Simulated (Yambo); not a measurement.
Excitons in NaRhS$_{2}$O$_{8}$

```xyz
12
Lattice="3.9863 -2.6170 0.0000 3.9863 2.6170 0.0000 -0.3571 0.0000 7.2091" Properties=species:S:1:pos:R:3 pbc="T T T"
O      2.1212     0.0000     2.8063
O      5.4944     0.0000     4.4028
O      3.7453     1.2266     1.5210
O      3.8702    -1.2266     5.6881
O      3.8702     1.2266     5.6881
O      3.7453    -1.2266     1.5210
O      2.0280     0.0000     0.3042
O      5.5875     0.0000     6.9049
Na    -0.1786     0.0000     3.6045
S      2.8432     0.0000     1.5525
S      4.7723     0.0000     5.6566
Rh     0.0000     0.0000     0.0000
```

The geometry is that of Materials Project entry mp-1210084, symmetrised and not relaxed again.

BSE in Yambo on LDA (Quantum ESPRESSO, PseudoDojo norm-conserving, 88 Ry, without SOC) bands: 4×4×2 mesh, 21 valence and 10 conduction bands, static screening with 98 bands and a 3 Ry block, scissor 2.26 eV, Tamm-Dancoff; field along x.

| state | energy (eV) | states within 2 meV | relative strength | class | main transitions |
|---|---|---|---|---|---|
| 1 | 1.36 | 1 | < 0.01 | dark | several band pairs |
| 2 | 1.59 | 1 | < 0.01 | dark | several band pairs |
| 3 | 1.61 | 1 | < 0.01 | dark | several band pairs |
| 4 | 2.23 | 1 | < 0.01 | dark | several band pairs |
| 5 | 2.44 | 1 | < 0.01 | dark | several band pairs |
| 6 | 2.54 | 1 | < 0.01 | dark | several band pairs |
| 7 | 2.69 | 1 | < 0.01 | dark | VB → CB (82 %) |
| 8 | 2.71 | 1 | 0.01 | weak | VB → CB (96 %) |
| 9 | 2.81 | 1 | < 0.01 | dark | VB → CB (94 %) |
| 10 | 2.90 | 1 | < 0.01 | dark | VB → CB (99 %) |

These are vertical excitations (zero momentum). The direct quasiparticle gap on this mesh is 3.35 eV; counted from there, state 1 is bound by 1.99 eV. Convergence with the mesh was not shown.

Spin singlets only. Strengths are relative to the strongest of the lowest states of this run; strong means a line over 3 % of the spectrum's maximum, dark under 0.03 %. Absolute energies carry the error of the G0W0 scissor, whose convergence isn't established; the long-wavelength screening was taken along (1,1,1) although the crystal is anisotropic.

Spin-orbit splittings are left out.

The structure is a Materials Project entry; no match was found in the copy of COD used, and its stability was not checked.
